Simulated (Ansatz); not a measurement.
Li3BrO:
```xyz
5
Lattice="3.9365 0.0000 0.0000 0.0000 3.9365 0.0000 0.0000 0.0000 3.9365" Properties=species:S:1:pos:R:3 pbc="T T T"
Li     1.9682     0.0000     0.0000
Li     0.0000     1.9682     0.0000
Li     0.0000     0.0000     1.9682
Br     1.9682     1.9682     1.9682
O      0.0000     0.0000     0.0000
```

The program Ansatz at the PBEsol level (PAW) gives a gap of 4.32 eV without spin–orbit coupling, maximum at M, minimum at M.

What happens when spin–orbit coupling is switched on?

The gap falls by 0.03 eV, to 4.29 eV; maximum at M, minimum at M.

Give the electron effective mass with spin–orbit coupling.

0.21, 0.71, 0.71 mₑ (principal values).

Give the hole effective mass with spin–orbit coupling.

0.98, 0.98, 1.1 mₑ (principal values).

Space group Pm-3m (anti-perovskite). The first step of the workflow began from a Materials Project structure, measured or hypothetical; the Crystallography Open Database files this formula in space group No. 221, but the cells were not matched. Its standing as an ambient phase is unchecked. The PBEsol relaxation kept the symmetry of its start; its stability against distortions is not shown here.

Potentials: the later of the program's two PAW sets.
